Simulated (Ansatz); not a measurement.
GeS in space group P6_3mc (No. 186; Pearson symbol hP12) at seven volumes, PBE in the plane-wave PAW code Ansatz, shape and atoms relaxed at each. One row is withheld.

```json
[
 {"V (Å³/atom)": "22.405", "P (GPa)": "3.37"},
 {"V (Å³/atom)": "23.143", "P (GPa)": "2.09"},
 {"V (Å³/atom)": "23.882", "P (GPa)": "?"},
 {"V (Å³/atom)": "24.621", "P (GPa)": "0.01"},
 {"V (Å³/atom)": "25.359", "P (GPa)": "-0.84"},
 {"V (Å³/atom)": "26.098", "P (GPa)": "-1.55"},
 {"V (Å³/atom)": "26.836", "P (GPa)": "-2.16"}
]
```

### Question
Fit the shown pressures and predict the withheld one.

### Answer
P = (3/2)B₀(x^(7/2) − x^(5/2))[1 + (3/4)(B′ − 4)(x − 1)] with x = (V₀/V)^(2/3). Least squares on the six rows gives V₀ = 24.624 Å³/atom, B₀ = 29.8 GPa, B′ = 3.88. At V = 23.882, x = 1.0206 and P = 0.97 GPa. The run itself gave 0.98 GPa.

The cell is a constructed one: a structure type filled with these elements; neither database checked (COD, Materials Project) lists it. COD files the formula under space group No. 62, so this cell is another polymorph or a model. Its standing as an ambient phase is unchecked. Symmetry was held in the PBE relaxation; whether a distortion lowers the energy is not shown.

Potentials: the later of the program's two PAW sets.
